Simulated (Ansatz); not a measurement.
ZrB$_{2}$ (AlB2 type, space group P6/mmm)

```xyz
3
Lattice="3.1714 0.0000 0.0000 -1.5857 2.7465 0.0000 0.0000 0.0000 3.5413" Properties=species:S:1:pos:R:3 pbc="T T T"
Zr     0.0000     0.0000     0.0000
B      0.0000     1.8310     1.7707
B      1.5857     0.9155     1.7707
```

The atoms are displaced by Q × the pattern below (from a DFPT mode at Γ, largest move 1; Q in Å), at fixed cell.

| atom | x | y | z |
|---|---|---|---|
| Zr1 | 0.000 | 0.000 | 0.237 |
| B2 | 0.000 | 0.000 | -1.000 |
| B3 | 0.000 | 0.000 | -1.000 |

Method: PBE (plane waves to 420 eV, PAW, scalar-relativistic; Ansatz, an electronic-structure program). k mesh 17×17×13 (Γ-centred), Fermi-Dirac smearing 0.05 eV. The energy includes the smearing's −TS. With partly filled bands, energies and forces of such displacements shift with the k mesh and the smearing. ZrB2 is run without spin polarisation. ZrB2 was relaxed with its symmetry unable to fall. ΔE is measured from the undisplaced structure.

```json
[
 {"Q (Å)": "-0.100", "ΔE (eV/cell)": "0.109"},
 {"Q (Å)": "-0.067", "ΔE (eV/cell)": "0.048"},
 {"Q (Å)": "-0.033", "ΔE (eV/cell)": "0.012"},
 {"Q (Å)": "0.000", "ΔE (eV/cell)": "0.000"},
 {"Q (Å)": "0.033", "ΔE (eV/cell)": "0.012"},
 {"Q (Å)": "0.067", "ΔE (eV/cell)": "0.048"},
 {"Q (Å)": "0.100", "ΔE (eV/cell)": "0.109"}
]
```

Which DFPT wavenumber at Γ belongs to this mode?
A. 762 cm⁻¹
B. 547 cm⁻¹
C. 467 cm⁻¹

C, 467 cm⁻¹. The curvature of the scan gives 468 cm⁻¹

(For displaced atoms, the force is minus the slope of the energy, and its curvature is a force constant, which sets phonon frequencies.)
